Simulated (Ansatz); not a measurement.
# From the elastic tensor of YSb at 3 GPa (stress–strain coefficients) to moduli and sound speeds

All numbers below come from Ansatz, DFT LDA, scalar-relativistic, plane waves, PAW. Plane waves to 420 eV; Γ-centred k mesh 12×12×12; Fermi-Dirac smearing of 0.15 eV. No spin polarisation.

Symmetry: Fm-3m, No. 225, cubic system. Conventional cell: a = 5.980 Å, b = 5.980 Å, c = 5.980 Å, α = 90.00°, β = 90.00°, γ = 90.00°. Y (site symmetry m-3m) has 6 Sb at 2.99 Å as nearest neighbours. Around Sb (site symmetry m-3m) lie 6 Y at 2.99 Å.

In a metal, frequencies and elastic constants depend on the k mesh and the smearing, soft modes and shear constants most.

Relaxed-ion constants (GPa, on the Cartesian axes of the calculation):
C11 = 206.3, C12 = 19.5, C13 = 19.5, C22 = 206.3, C23 = 19.5, C33 = 206.3, C44 = 23.1, C55 = 23.1, C66 = 23.1 GPa; the others vanish.

Density 6.544 g/cm³; 2 atoms in 53.46 Å³.

The values that follow are for a polycrystal of randomly turned grains, by Hill's mean where one number stands. In a crystal this anisotropic the Voigt and Reuss bounds lie far apart, so Hill's mean and the sound speeds and Debye temperature from it are rough.

With S = C⁻¹: B_V = (C11+C22+C33+2(C12+C13+C23))/9, G_V = (C11+C22+C33−C12−C13−C23+3(C44+C55+C66))/15, 1/B_R = S11+S22+S33+2(S12+S13+S23), 15/G_R = 4(S11+S22+S33−S12−S13−S23)+3(S44+S55+S66); Hill is their mean. Then v_l = √((B+4G/3)/ρ), v_t = √(G/ρ), v_m = [(2/v_t³+1/v_l³)/3]^(−1/3) and Θ = (ħ/k_B)·v_m·(6π²n/V)^(1/3) for n atoms in the volume V; E = 9BG/(3B+G), ν = (3B−2G)/(2(3B+G)) and A^U = 5G_V/G_R + B_V/B_R − 6.

```json
{"Bulk modulus, Voigt / Reuss / Hill": "81.8 / 81.8 / 81.8 GPa", "Shear modulus, Voigt / Reuss / Hill": "51.2 / 33.0 / 42.1 GPa", "Young's modulus": "108 GPa", "Poisson ratio": "0.280", "Pugh ratio B/G": "1.94", "Universal anisotropy index": "2.75", "Longitudinal and transverse sound speeds": "4591 and 2537 m/s", "Debye temperature from the mean sound speed": "281 K"}
```

Cost: 1 run of about 1.2 core-minutes, on Intel Xeon Platinum 8488C (Sapphire Rapids) (shared hosts).